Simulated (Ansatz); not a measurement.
WO₃:
```
WO3
1.0
    7.38932     0.00000     0.00000
   -3.69466     6.39934     0.00000
    0.00000     0.00000     3.79952
W O
3 9
Cartesian
  1.84733   3.19967   0.00000
 -1.84733   3.19967   0.00000
  3.69466   0.00000   0.00000
  0.00000   2.74610   0.00000
  3.69466   3.65324   0.00000
  5.01113   1.37305   0.00000
 -1.31647   5.02629   0.00000
  1.31647   5.02629   0.00000
  2.37819   1.37305   0.00000
 -1.84733   3.19967   1.89976
  3.69466   0.00000   1.89976
  1.84733   3.19967   1.89976
```

Cartesian axes are those of the cell as given.

### Question
Give the high-frequency dielectric tensor and the Born effective charge tensors of the independent atoms from DFPT, PBEsol (plane waves, PAW; program Ansatz).

### Answer

ε∞:
```
7.35  0.00  0.00
0.00  7.35  0.00
0.00  0.00  8.46
```
Z* of atom 1 (W), rows: field, columns: displacement, in e:
```
13.26  -2.77   0.00
-2.77  10.06   0.00
 0.00   0.00  13.21
```
Z* of atom 4 (O), rows: field, columns: displacement, in e:
```
-8.73   0.00   0.00
 0.00  -1.29   0.00
 0.00   0.00  -1.75
```
Z* of atom 10 (O), rows: field, columns: displacement, in e:
```
-1.83  -0.35   0.00
-0.35  -1.43   0.00
 0.00   0.00  -9.71
```

Static charges for comparison (Bader): W1 +3.06, O4 -1.02, O10 -1.03 e. Born charges measure polarisation by displacement and can exceed these by far.

Space group P6/mmm. The first step of the workflow began from a Materials Project structure, measured or hypothetical; the Crystallography Open Database files this formula in space group No. 191, but the cells were not matched. Whether it is the stable phase at ambient conditions was not checked. The cell was relaxed with PBEsol under the symmetry of its start; whether a distortion lowers the energy is not shown. The run is not spin-polarised. No Hubbard U is applied. Spin–orbit coupling is left out wherever it is not named.

Potentials: the later of the program's two PAW sets.
